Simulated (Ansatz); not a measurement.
KRb2GaF6: reading a single point

```
Ga K Rb F
1.0
     0.00000    4.54743    4.54743
     4.54743    0.00000    4.54743
     4.54743    4.54743    0.00000
Ga K Rb F
1 1 2 6
Direct
  0.00000 0.00000 0.00000
  0.50000 0.50000 0.50000
  0.25000 0.25000 0.25000
  0.75000 0.75000 0.75000
  0.22800 0.22800 0.77200
  0.77200 0.77200 0.22800
  0.77200 0.22800 0.22800
  0.22800 0.77200 0.77200
  0.22800 0.77200 0.22800
  0.77200 0.22800 0.77200
```

The numbers come from plane-wave PAW DFT (Ansatz): r2SCAN, no spin polarisation, 500 eV, 5×5×5 Γ-centred k points, cold occupations (width 0.1058 eV). Nothing was relaxed.

(1) Describe some of the short contacts.

(2) What is the character of the valence top and the conduction bottom?

(3) Where is the largest force?

(4) What is the band gap?

(5) What does the stress say?

Origin: a known structure type with other elements, at an estimated volume, so it need not be a known compound. Caveats: atoms or cell far from equilibrium.

Results:

(1) Ga–F at 2.07 Å: least valence density 0.43 e/Å³ and ELF 0.17 there. K–F at 2.47 Å: least valence density 0.17 e/Å³ and ELF 0.04 there, a closed-shell (ionic or weak) contact. Rb–F at 3.22 Å: least valence density 0.04 e/Å³ and ELF 0.01 there, a closed-shell (ionic or weak) contact. These are pseudo-fields; inside the PAW spheres they differ from the all-electron ones.

(2) Within 0.7 eV of the edges, the states project mainly on F p (98 %) below the gap and on Ga s (50 %) and F p (28 %) above it.

(3) The largest is on F6 (and as large on other atoms): 2.09 eV/Å, components (0.00, 0.00, 2.09). It makes 0° with the line to a nearest neighbour, Ga1 at 2.07 Å, pointing towards it.

(4) The gap is 5.63 eV, direct at the points sampled.

(5) The pressure is -7.3 GPa (compression positive), so with the atoms held at these fractions the cell would first shrink; the forces are large, so a full relaxation may end otherwise.
